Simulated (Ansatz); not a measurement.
**CsGa₇: reading a single point**

```
Ga Cs
1.0
     6.60033    0.00000    0.00000
    -3.30016    5.71605    0.00000
    -3.30016    1.90535    9.65289
Ga Cs
14 2
Direct
  0.46020 0.53980 0.38060
  0.53980 0.46020 0.61940
  0.21740 0.78260 0.23220
  0.21740 0.20260 0.23220
  0.79740 0.78260 0.23220
  0.78260 0.21740 0.76780
  0.20260 0.21740 0.76780
  0.78260 0.79740 0.76780
  0.81180 0.18820 0.05040
  0.81180 0.57320 0.05040
  0.42680 0.18820 0.05040
  0.18820 0.81180 0.94960
  0.57320 0.81180 0.94960
  0.18820 0.42680 0.94960
  0.80470 0.19530 0.41410
  0.19530 0.80470 0.58590
```

Level: r2SCAN, no spin polarisation; 500 eV; 6×6×6 Γ-centred mesh; fermi-dirac occupations (width 0.1 eV); Ansatz 0.2.0, fixed geometry.

(1) Describe some of the short contacts.

(2) Is there a gap?

(3) Is the cell too large or too small?

(4) Give the Bader charges.

Origin: a database entry at a rescaled volume. Caveats: forces this large suggest misplaced atoms in the database entry; atoms or cell far from equilibrium.

## Answers

(1) Ga–Ga at 2.31 Å: least valence density 0.52 e/Å³ and ELF 0.59 there. Cs–Ga at 3.75 Å: least valence density 0.06 e/Å³ and ELF 0.05 there. Cs–Cs at 4.16 Å: least valence density 0.03 e/Å³ and ELF 0.01 there, so no covalent bond. Both are smooth PAW fields, read partly inside the augmentation spheres.

(2) It is a metal, with about 2.3 states/eV a cell as the mean within 0.25 eV of the Fermi level, mostly Ga p (58 %) and Ga s (35 %).

(3) The pressure is 0.4 GPa (compression positive), so with the atoms held at these fractions the cell is close to zero pressure; the forces are large, so a full relaxation may end otherwise. The principal stresses -0.3, 0.8, 0.8 GPa differ, so its shape would change too.

(4) Bader charges in e: Cs +0.68, Ga -0.11 to -0.08. In the mean Cs gives up most and Ga takes most.
